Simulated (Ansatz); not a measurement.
Ansatz input

```yaml
crystal:
  lattice:
    - [-1.9235028214, 1.9235028214, 1.9235028214]
    - [1.9235028214, -1.9235028214, 1.9235028214]
    - [1.9235028214, 1.9235028214, -1.9235028214]
  atoms:
    - { symbol: Sn, position: [0.0, 0.0, 0.0] }
hamiltonian:
  xc: lda
  pseudopotentials:
    kind: paw
    azcp:
      Sn: "pseudopotentials/Sn.paw.azcp"
basis:
  ecutwfc: 420
  fft_grid_basis: typed
kpoints:
  mp_grid: { grid: [13, 13, 13], shift: [0, 0, 0] }
magnetization:
  spin_polarized: false
scf:
  occupations: { method: fermi_dirac, width: 0.1 }
  lower_state_search: "off"
output:
  stress: true
```

Output

```
Warning: the record states the generating functional pbe (its physics header spells it `PBE`), which answers neither for hamiltonian.xc's functional nor for the lda family's — results may be inconsistent (PPs are generated against a specific XC)
Engine: ansatz 0.2.0, aarch64-unknown-linux-gnu
Pseudopotentials: kind: paw
Pseudopotential: Sn, paw, valence charge 14, recommended cutoff 420 eV (normal) 
Functional definition: SPW92
  exchange = slater_x
  correlation = pw_c
Crystal: 1 atoms, lattice volume = 28.467 Å³
Basis set: ecut = 420 eV, 555 PW (Γ)
Bands: 11, of which v1, the nominal top of the filled ones, is band 7 counted from 1 (6 counted from 0)
Symmetry: 48 space group operations
Space group: Im-3m (ITA 229), of the structure as read, at distance tolerance 3.1e-5 Å
k-points: 84 of 2197
Non-local potential: Sn, projectors of the file, l = 0: 2, l = 1: 2, l = 2: 2, l = 3: 2
PAW form: soft (Blöchl's): semilocal exchange-correlation on the pseudo side does not see the compensation charge
PAW frozen core: Sn, regenerated for the run's functional, and the local potential with it (the file was generated under x = pbe(κ = 0.804, μ = 0.2195149727645171), c = pbe(β = 0.06672455060314922))
PAW one-centre angular grid: Sn, 590 points (default); XC on 64 Gauss nodes
Initial density: superposition of atomic densities (neutral atoms: chi_scale 0, normalization atom), corrected by the library's trained network
Initial wavefunctions: pseudopotential atomic-orbital guess
Functional: x = slater, c = lda
SCF iter   1: F=—  HF=-5879.448893 eV  |F-HF|=—  |Δ(HF+E_count)|=         —  Δρ=6.71e-3  dr2=5.80e-3  ethr=1.77e-3  ⟨swp⟩=5.0  Hψ=5373  notcnv=0
SCF iter   2: F=—  HF=-5879.446253 eV  |F-HF|=—  |Δ(HF+E_count)|=   2.64e-3  Δρ=3.30e-3  dr2=1.52e-3  ethr=4.14e-5  ⟨swp⟩=1.9  Hψ=1759  notcnv=0
SCF iter   3: F=—  HF=-5879.445762 eV  |F-HF|=—  |Δ(HF+E_count)|=   4.91e-4  Δρ=5.29e-4  dr2=1.05e-4  ethr=1.08e-5  ⟨swp⟩=2.7  Hψ=1535  notcnv=0
SCF iter   4: F=—  HF=-5879.445734 eV  |F-HF|=—  |Δ(HF+E_count)|=   2.87e-5  Δρ=1.31e-4  dr2=2.99e-6  ethr=7.52e-7  ⟨swp⟩=2.0  Hψ=1409  notcnv=0
SCF iter   5: F=—  HF=-5879.445727 eV  |F-HF|=—  |Δ(HF+E_count)|=   6.57e-6  Δρ=7.91e-5  dr2=2.19e-6  ethr=2.14e-8  ⟨swp⟩=2.0  Hψ=1527  notcnv=0
SCF iter   6: F=—  HF=-5879.445726 eV  |F-HF|=—  |Δ(HF+E_count)|=   9.70e-7  Δρ=3.33e-5  dr2=4.16e-7  ethr=1.56e-8  ⟨swp⟩=2.0  Hψ=1503  notcnv=0
SCF iter   7: F=-5879.445726 eV  HF=-5879.445726 eV  |F-HF|=1.46e-8  |Δ(HF+E_count)|=   2.44e-7  Δρ=5.92e-6  dr2=1.23e-8  ethr=7.14e-10  ⟨swp⟩=4.9  Hψ=3043  notcnv=0
SCF 1 converged in 7 iterations: F = -5879.445726 eV  dr2 = 1.23e-8
SCF converged after 7 iterations
Free energy (F): -5879.445726 eV
Harris-Foulkes:  -5879.445726 eV  (|F-HF|=1.46e-8)
Internal energy: -5879.424417 eV  (E = F + TS)
E sigma→0 (E₀):  -5879.435071 eV
Entropy (-TS):   -0.021309 eV (-21.309 meV/atom)
Fermi energy:    9.804666 eV
--- Per-component energies (eV) ---
  E_band       = -93.465043
  E_kinetic    = 186.521797
  E_local      = -860.886687  (includes V_loc(G=0)·N_el)
  E_nonlocal   = -28.447589
  E_hartree    = 529.999264
  E_xc         = -379.102954
  E_vxc        = -98.552410  (∫ρ·V_xc dr)
  E_paw        = -3992.983244  (= ΣΔE_a)
  E_vpaw       = -352.093585  (= ΣTr[D̂ρ^β])
  E_aug_tail   = -0.000000  (compensation charges beyond the density's cutoff)
  E_ewald      = -1334.949902
  E_core_change = 0.424898  (= ΣΔE_core)
  E_smearing   = -0.021309  (= −TS)
  E_closure    = -0.000000  (closes the sum)
  Σ components = -5879.445726   (vs F -5879.445726, Δ=0.00e0)
--- Stress (GPa, compression-positive) ---
       -4.925940      -0.000000      -0.000000
        0.000000      -4.925940      -0.000000
        0.000000       0.000000      -4.925940
  P = ⅓ Tr σ = -4.9259 GPa (-49.259 kbar)
```
